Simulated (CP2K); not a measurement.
FeAl: energy against volume and a worked fit

```
Fe Al
1.0
     2.91000    0.00000    0.00000
     0.00000    2.91000    0.00000
     0.00000    0.00000    2.91000
Fe Al
1 1
Cartesian
  1.4550 1.4550 1.4550
  0.0000 0.0000 0.0000
```

The cell was scaled at fixed shape and fractions and run with CP2K, POTENTIAL_UZH Fe GTH-PBE-q16, Al GTH-PBE-q3; TZVP-MOLOPT-PBE-GTH basis; PBEsol, k mesh 9 × 9 × 9 on the cell of 2 atoms, fermi-dirac occupations of 0.05 eV, collinear spin, ferromagnetic start, no spin-orbit coupling. The potentials were made for PBE. Energies are those that the program minimises, any entropy of the smearing included. For a metal such a mesh isn't converged to the digits shown. The magnetic state is the one that the start led to, which needn't be the lowest.

```csv
V (Å³/atom),energy over the lowest row (meV/atom)
11.5818,0.00
11.8282,?
12.0747,8.52
12.3211,20.43
12.5675,36.68
12.8139,56.69
13.0604,79.95
```

Task: Fit the third-order Birch-Murnaghan form, give V0, B0 and B′, and predict the energy left open.

Result: With y = (V0/V)^(2/3), E = E0 + (9 V0 B0/16) [(y - 1)³ B′ + (y - 1)² (6 - 4y)]. Least squares through the rows shown give V0 = 11.6444 Å³/atom, E0 = -0.20 meV, B0 = 189.1 GPa (1 eV/Å³ = 160.218 GPa) and B′ = 5.20, with a largest miss of 0.02 meV. At V = 11.8282 the form with these constants gives 1.46 meV; the run gave 1.51 meV an atom.
